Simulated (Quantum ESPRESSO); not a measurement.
```cif
data_NaO8RhS2
_chemical_formula_sum 'O8 Na1 S2 Rh1'
_space_group_name_H-M_alt 'P 1'
_space_group_IT_number 1
_cell_length_a 4.76859
_cell_length_b 4.76859
_cell_length_c 7.21793
_cell_angle_alpha 92.370
_cell_angle_beta 92.370
_cell_angle_gamma 66.570
loop_
_space_group_symop_operation_xyz
  'x, y, z'
loop_
_atom_site_label
_atom_site_type_symbol
_atom_site_fract_x
_atom_site_fract_y
_atom_site_fract_z
_atom_site_occupancy
O1 O 0.28349 0.28349 0.38927 1
O2 O 0.71651 0.71651 0.61073 1
O3 O 0.24487 0.71357 0.21098 1
O4 O 0.75513 0.28643 0.78902 1
O5 O 0.28643 0.75513 0.78902 1
O6 O 0.71357 0.24487 0.21098 1
O7 O 0.25626 0.25626 0.04219 1
O8 O 0.74374 0.74374 0.95781 1
Na1 Na 0.00000 0.00000 0.50000 1
S1 S 0.36627 0.36627 0.21535 1
S2 S 0.63373 0.63373 0.78465 1
Rh1 Rh 0.00000 0.00000 0.00000 1
```

The geometry is that of Materials Project entry mp-1210084, symmetrised and not relaxed again.

**Question.** What does PBEsol (Quantum ESPRESSO, PseudoDojo norm-conserving, 88 Ry, scalar-relativistic) give for the electronic structure near the Fermi level?

**Answer.** The PBEsol gap is 1.13 eV and nearly direct: the edges lie at N and M, the smallest direct gap within 0.02 eV of it. Another valence extremum on the path lies within 0.02 eV, too close to call. Spin-orbit splittings are left out.

The structure is a Materials Project entry; no match was found in the copy of COD used, and its stability was not checked.
